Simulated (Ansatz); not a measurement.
Input and command of a plane-wave DFT calculation in Ansatz:

```yaml
crystal:
  lattice:
    - [2.5745011249, 1.4863889175, 4.54733]
    - [-2.5745011249, 1.4863889175, 4.54733]
    - [0.0, -2.972777835, 4.54733]
  atoms:
    - { symbol: Ti, position: [0.845, 0.845, 0.845] }
    - { symbol: Ti, position: [0.655, 0.655, 0.655] }
    - { symbol: Ti, position: [0.155, 0.155, 0.155] }
    - { symbol: Ti, position: [0.345, 0.345, 0.345] }
    - { symbol: O, position: [0.067, 0.433, 0.75] }
    - { symbol: O, position: [0.75, 0.067, 0.433] }
    - { symbol: O, position: [0.433, 0.75, 0.067] }
    - { symbol: O, position: [0.933, 0.567, 0.25] }
    - { symbol: O, position: [0.25, 0.933, 0.567] }
    - { symbol: O, position: [0.567, 0.25, 0.933] }
basis:
  ecutwfc: 300
kpoints:
  mp_grid: { grid: [12, 12, 12] }
hamiltonian:
  xc: pbesol
scf:
  occupations: { method: gaussian, width: 0.1 }
output:
  forces: true
  stress: true
  eigenvalues: true
```

```bash
ansatz run input.yaml --threads 2 --pin off --max-ram 5120MiB --backend cpu --events-out ev --progress --plain --runs-dir out
```

Processor: Intel(R) Xeon(R) Processor @ 2.50GHz (Skylake/Cascade Lake), 2 threads, on a host shared with other jobs.

Estimate time, memory and problem size.

About 36 s on 2 threads of Intel(R) Xeon(R) Processor @ 2.50GHz (Skylake/Cascade Lake), with other jobs on the host, peak memory 0.73 GiB. It solves 52 bands at 189 k points (the mesh reduced by symmetry) with about 1225 plane waves, in 7 SCF iterations.
